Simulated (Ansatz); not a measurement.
# Notes on Cu$_{2}$Au

```xyz
12
Lattice="5.8176 0.0000 0.0000 0.0000 4.3009 0.0000 0.0000 0.0000 7.8558" Properties=species:S:1:pos:R:3 pbc="T T T"
Cu    4.7181    1.0752    0.5578
Cu    4.0084    3.2257    4.4857
Cu    1.8093    1.0752    3.3701
Cu    1.0995    3.2257    7.2981
Au    1.6522    1.0752    0.7934
Au    1.2566    3.2257    4.7213
Au    4.5610    1.0752    3.1345
Au    4.1654    3.2257    7.0624
Cu    2.7227    1.0752    6.0883
Cu    0.1862    3.2257    2.1604
Cu    5.6315    1.0752    5.6955
Cu    3.0950    3.2257    1.7676
```

Level: r2SCAN, no spin polarisation; 500 eV; 5×6×4 Γ-centred mesh; fermi-dirac occupations (width 0.0104 eV); Ansatz 0.2.0, fixed geometry.

- Contacts: Cu–Au at 2.58 Å: least valence density 0.34 e/Å³ and ELF 0.21 there. Cu–Cu at 2.87 Å: least valence density 0.15 e/Å³ and ELF 0.18 there. These are pseudo-fields; inside the PAW spheres they differ from the all-electron ones.
- Forces: The largest is on Cu11 (and as large on other atoms): 0.22 eV/Å, components (-0.08, 0.00, 0.20). It makes 121° with the line to a nearest neighbour, Au6 at 2.77 Å.
- Electronic structure: It is a metal, with about 4.3 states/eV a cell as the mean within 0.25 eV of the Fermi level, mostly Cu s (28 %), Cu d (27 %) and Au s (17 %).
- Stress: The pressure is -14.1 GPa (compression positive), so with the atoms held at these fractions the cell would first shrink. The principal stresses -16.6, -13.2, -12.5 GPa differ, so its shape would change too.
- Charges: Bader charges in e: Cu +0.28, Au -0.57. In the mean Cu gives up most and Au takes most.
- Formation energy: 0.20 eV an atom against the elements' usual phases (free molecules for gases, crystals otherwise, with no correction for O₂ or N₂), so at this geometry it isn't bound against them. Relaxing would lower it.

Origin: a known structure type with other elements, at an estimated volume, so it need not be a known compound.
